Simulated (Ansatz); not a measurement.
# ZnSnBi2Se4: input and output

input.yaml (Ansatz 0.2.0)

```yaml
crystal:
  lattice:
    - [0.0, 6.037066, 0.0]
    - [6.037066, 0.0, 0.0]
    - [3.018533, 3.018533, -6.026623]
  atoms:
    - { symbol: Bi, position: [0.0, 0.0, 0.0] }
    - { symbol: Bi, position: [0.75, 0.25, 0.5] }
    - { symbol: Zn, position: [0.25, 0.75, 0.5] }
    - { symbol: Sn, position: [0.5, 0.5, 0.0] }
    - { symbol: Se, position: [0.37161, 0.88441, 0.74358] }
    - { symbol: Se, position: [0.11559, 0.11519, 0.25642] }
    - { symbol: Se, position: [0.88481, 0.37201, 0.74358] }
    - { symbol: Se, position: [0.62799, 0.62839, 0.25642] }
  symmetry: { tolerance: 0.0003 }
kpoints:
  mp_grid: { grid: [6, 6, 6], shift: [0, 0, 0] }
  band_path:
    path:
      - [0.0, 0.0, 0.0]
      - [0.5, -0.5, 0.0]
      - [0.5, -0.5, 0.25]
      - [0.0, -0.5, 0.0]
      - [0.0, 0.0, 0.0]
      - [0.0, 0.0, 0.5]
      - [0.0, -0.37456642, 0.31271679]
      - [0.0, -0.62543358, -0.31271679]
      - [0.0, 0.0, 0.0]
      - [0.5, -0.5, 0.0]
      - [0.37456642, -0.62543358, -0.12543358]
    npoints: 6
magnetization:
  spin_polarized: false
scf:
  occupations: { method: gaussian, width: 0.0573 }
  lower_state_search: "off"
  max_iter: 200
hamiltonian:
  pseudopotentials: { kind: paw }
  xc: pbe
basis:
  ecutwfc: 420
  fft_grid_basis: typed
output:
  forces: true
  stress: true
  eigenvalues: true
  bader: true
  populations: true
  elf: true
  write_potential: true
  volumetric_format: npy
  dos:
    e_range: [-12, 8]
    de: 0.05
    projected: { site_lists: { Bi: [Bi], Se: [Se], Sn: [Sn], Zn: [Zn] } }
checkpoint:
  read: saved_state
```

The run starts from an earlier solution of this cell. 

Parts of the output:

```
Pseudopotentials: kind: paw
Pseudopotential: Bi, paw, valence charge 15, recommended cutoff 420 eV (normal), Bi.paw.azcp
Pseudopotential: Zn, paw, valence charge 12, recommended cutoff 420 eV (normal), Zn.paw.azcp
Pseudopotential: Sn, paw, valence charge 14, recommended cutoff 420 eV (normal), Sn.paw.azcp
Pseudopotential: Se, paw, valence charge 16, recommended cutoff 420 eV (normal), Se.paw.azcp
Functional definition: PBE
  exchange = pbe_x(kappa = kappa, mu = beta*pi^2/3)
  correlation = pbe_c(beta = beta)
Crystal: 8 atoms, lattice volume = 219.647 Å³
Basis set: ecut = 420 eV, 4325 PW (Γ), exchange–correlation on 90×90×100 points (8 copies of the dense FFT grid, shifted against one another)
Bands: 72, of which v1, the nominal top of the filled ones, is band 60 counted from 1 (59 counted from 0)
Symmetry: 4 space group operations
Space group: I-4 (ITA 82), of the structure as read, at distance tolerance 1.8e-3 Å
k-points: 36 of 216 (time reversal used)
Initial density: read from a saved state, or passed on in memory by an earlier SCF of this step, an earlier step, the calling program or the single point that the run made first
Functional: x = pbe(κ = 0.804, μ = 0.2195), c = pbe(β = 0.0667)
SCF iter   1: F=—  Δρ=7.56e-4  dr2=2.80e-3
SCF iter   2: F=—  Δρ=3.29e-4  dr2=2.65e-4
SCF iter   3: F=—  Δρ=2.59e-4  dr2=2.14e-4
SCF iter   4: F=—  Δρ=1.63e-4  dr2=2.82e-5
SCF iter   5: F=—  Δρ=2.41e-5  dr2=2.08e-6
SCF iter   6: F=—  Δρ=7.34e-6  dr2=1.86e-7
SCF iter   7: F=-56009.8822 eV  Δρ=1.76e-6  dr2=9.24e-9
Free energy (F): -56009.8822 eV
Harris-Foulkes:  -56009.8822 eV  (|F-HF|=2.04e-10)
Internal energy: -56009.8747 eV  (E = F + TS)
E sigma→0 (E₀):  -56009.8785 eV
Entropy (-TS):   -0.0075 eV (-0.942 meV/atom)
Fermi energy:    9.7907 eV
--- Per-component energies (eV) ---
  E_band       = -1836.3320
  E_kinetic    = 1416.8272
  E_local      = -16606.5467  (includes V_loc(G=0)·N_el)
  E_nonlocal   = -678.9775
  E_hartree    = 7655.9585
  E_xc         = -1251.1486
  E_vxc        = -843.7986  (∫ρ·V_xc dr)
  E_paw        = -34927.7063  (= ΣΔE_a)
  E_vpaw       = -435.7498  (= ΣTr[D̂ρ^β])
  E_aug_tail   = -0.0036  (compensation charges beyond the density's cutoff)
  E_ewald      = -11618.2777
  E_smearing   = -0.0075  (= −TS)
--- Forces (eV/Å), atoms counted from 1 ---
  atom   1  Bi     0.0000     0.0000     0.0000
  atom   2  Bi     0.0000     0.0000     0.0000
  atom   3  Zn     0.0000     0.0000     0.0000
  atom   4  Sn     0.0000     0.0000     0.0000
  atom   5  Se    -2.2235    -0.8491     0.8850
  atom   6  Se    -0.8491     2.2235    -0.8850
  atom   7  Se     2.2235     0.8491     0.8850
  atom   8  Se     0.8491    -2.2235    -0.8850
--- Stress (GPa, compression-positive) ---
       18.0618       0.0000       0.0000
        0.0000      18.0618       0.0000
        0.0000       0.0000      18.6149
  P = ⅓ Tr σ = 18.2461 GPa (182.461 kbar)
--- Löwdin populations: 8 sites ---
  site symbol       q [e]
     0     Bi     14.5386
     1     Bi     14.5463
     2     Zn     10.9551
     3     Sn     13.8221
     4     Se     16.3798
     5     Se     16.3798
     6     Se     16.3798
     7     Se     16.3798
  spilling = 0.0052 (of n_electrons = 120.0000)
--- Bader charges: 8 sites ---
  site symbol  charge [e]  shift [e]
     0     Bi      0.8116     0.0025
     1     Bi      0.7965     0.0024
     2     Zn      0.5697     0.0021
     3     Sn      0.7305     0.0011
     4     Se     -0.7271     0.0020
     5     Se     -0.7271     0.0020
     6     Se     -0.7271     0.0020
     7     Se     -0.7271     0.0020
```

Origin: a known structure type with other elements, at an estimated volume, so it need not be a known compound. Caveats: many states at the Fermi level without spin polarisation, so a magnetic state may lie lower; atoms or cell far from equilibrium.
